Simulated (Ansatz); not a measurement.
YSF:
```
CELL_PARAMETERS angstrom
      3.77697     0.00000     0.00000
      0.00000     3.77697     0.00000
      0.00000     0.00000     6.82105
ATOMIC_POSITIONS crystal
  Y  0.00000 0.50000 0.22695
  Y  0.50000 0.00000 0.77305
  S  0.00000 0.50000 0.64571
  S  0.50000 0.00000 0.35429
  F  0.00000 0.00000 0.00000
  F  0.50000 0.50000 0.00000
```

Relaxed with r²SCAN. Special points in fractions of this cell's reciprocal vectors: Γ (0.000, 0.000, 0.000); X (0.000, 0.500, 0.000); M (0.500, 0.500, 0.000); Z (0.000, 0.000, 0.500); R (0.000, 0.500, 0.500); A (0.500, 0.500, 0.500).

Problem. List the band energies nearest the valence-band maximum at these points for r²SCAN with spin–orbit coupling (plane waves, PAW; program Ansatz).

Solution. In eV from the valence-band maximum; about four levels below and three above (degenerate sets whole), none deeper than 8.9 eV; points with the same levels are listed once.

```
k                    below                above
-  -----------------------  -------------------
Γ    -0.07 -0.07 0.00 0.00  1.73 1.73 3.45 3.45
X  -1.11 -1.11 -1.11 -1.11  4.17 4.17 4.17 4.17
M  -1.28 -1.28 -1.28 -1.28  5.27 5.27 5.27 5.27
Z  -0.15 -0.15 -0.06 -0.06  2.32 2.32 2.68 2.68
R  -0.88 -0.88 -0.88 -0.88  4.49 4.49 4.49 4.49
A  -1.32 -1.32 -1.32 -1.32  5.31 5.31 5.31 5.31
```

Space group P4/nmm. The workflow started from a Materials Project entry (that database holds measured and hypothetical structures alike); the Crystallography Open Database copy checked does not list it. COD files the formula under space group No. 194. Whether it is the stable phase at ambient conditions was not checked. The r²SCAN relaxation kept the symmetry of its start; whether a distortion lowers the energy is not shown. No spin polarisation was allowed.

Potentials: the later of the program's two PAW sets.
